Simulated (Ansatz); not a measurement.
Input:

ZnO in space group Pm-3n (No. 223; Zn on 6c, O on 6d), a = 5.6574 Å, b = 5.6574 Å, c = 5.6574 Å, α = 90.00°, β = 90.00°, γ = 90.00°.

This is the PBE-relaxed structure.

Problem. All from DFT-PBE in the program Ansatz with PAW potentials, unless another level is named. Estimate the hole effective mass, band 2 of 3 at the edge.

Solution. 4.4 along [100], 1.2 along [110], 1.6 along [111] (mₑ).

Problem. Predict the hole effective mass, band 3 of 3 at the edge.

Solution. 0.21 along [100], 0.24 along [110], 0.25 along [111] (mₑ).

Problem. What about the weight of the conduction-edge state by species (Voronoi cells)?

Solution. Zn 56 %, O 44 %.

The start of the workflow was typed in or built on a structure type; neither database checked (COD, Materials Project) lists it. It is not the phase usual at ambient conditions (space group No. 186). The PBE relaxation kept the symmetry of its start; whether a distortion lowers the energy is not shown.

Potentials: the earlier of the program's two PAW sets.

Edges and masses are those of Kohn–Sham bands, whose gap is no quasiparticle gap.
